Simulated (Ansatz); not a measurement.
## Zone-centre phonons of TaGeO3: input and output

Method: DFT PBEsol, scalar-relativistic, plane waves, PAW (Ansatz 0.2.0).

It can be run as:
```bash
ansatz run input.yaml --threads 1 --pin off --backend cpu --events-out ev --progress --plain --runs-dir out  # memory cap (--max-ram) not shown
```

Input (bare energies are in eV):
```yaml
crystal:
  lattice:
    - [3.9774032556, 0.0, 0.0]
    - [0.0, 3.9774032556, 0.0]
    - [0.0, 0.0, 3.9774032556]
  atoms:
    - { symbol: Ta, position: [0.5, 0.5, 0.5] }
    - { symbol: Ge, position: [0.0, 0.0, 0.0] }
    - { symbol: O, position: [0.0, 0.5, 0.5] }
    - { symbol: O, position: [0.5, 0.0, 0.5] }
    - { symbol: O, position: [0.5, 0.5, 0.0] }
basis:
  ecutwfc: 420
kpoints:
  mp_grid: { grid: [10, 10, 10] }
hamiltonian:
  xc: pbesol
scf:
  occupations: { method: fermi_dirac, width: 0.15 }
output:
  eigenvalues: true
phonons:
  method: dfpt
  eigenvectors: true
```

The end of the output:
```
--- Phonons (Γ-DFPT): 4 representative perturbations + reference, on 216 of 1000 k-points (Σ response iterations 13) ---
  k mesh reduced under 8 symmetry operations, with k and −k counted as one. Each operation leaves every solved displacement unchanged or reverses it
  ASR residual: 1.559e-3 → 0.000e0 eV/Å²; symmetrization residual: 6.471e-6 eV/Å²
  ASR residual per site (eV/Å²): 1.56e-3 2.44e-4 7.89e-4 7.89e-4 7.89e-4
  Γ frequencies (cm⁻¹): -83.51 -83.51 -83.51 0.00 0.00 0.00 212.81 212.81 212.81 220.44 220.44 220.44 585.27 585.27 585.27
  non-analytic LO–TO correction: not included (Born effective charges unavailable; polar crystals: no LO–TO splitting at Γ)
```

Its imaginary modes show that this cell, built by swapping an element in a database structure, isn't a minimum of the energy. In a metal, frequencies and elastic constants depend on the k mesh and the smearing, soft modes and shear constants most. Spin polarisation was left out, and a magnetic state may lie lower. Spin–orbit coupling is left out, which can shift energies with elements as heavy as these.

Negative frequencies stand for imaginary ones: the cell is unstable against these modes.